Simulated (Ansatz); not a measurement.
BRh:
```
BRh
1.0
    2.70524     0.00000     0.00000
    0.00000     2.70524     0.00000
    0.00000     0.00000     2.70524
Rh B
1 1
Direct
  0.00000   0.00000   0.00000
  0.50000   0.50000   0.50000
```

Relaxed with PBE. Special points in fractions of this cell's reciprocal vectors: Γ (0.000, 0.000, 0.000); X (0.000, 0.500, 0.000); M (0.500, 0.500, 0.000); R (0.500, 0.500, 0.500).

Problem. List the band energies nearest the Fermi level at these points for the program Ansatz at the PBE with spin–orbit coupling level (PAW).

Solution. In eV from the Fermi level; about four levels below and three above (degenerate sets whole), none deeper than 8.9 eV; points with the same levels are listed once.

```csv
k,below,above
Γ,-1.68 -1.68 -1.68 -1.68 -1.40 -1.40,1.89 1.89 2.06 2.06 2.06 2.06
X,-4.27 -4.27 -1.36 -1.36,0.58 0.58 6.72 6.72
M,-3.01 -3.01 -0.14 -0.14,3.21 3.21 4.12 4.12
R,-0.03 -0.03 -0.03 -0.03,5.58 5.58 5.64 5.64 5.64 5.64
```

Space group Pm-3m (CsCl type). The cell is a constructed one: a structure type filled with these elements; neither database checked (COD, Materials Project) lists it. Its standing as an ambient phase is unchecked. Symmetry was held in the PBE relaxation; whether a distortion lowers the energy is not shown. The run is not spin-polarised.

Potentials: the earlier of the program's two PAW sets.
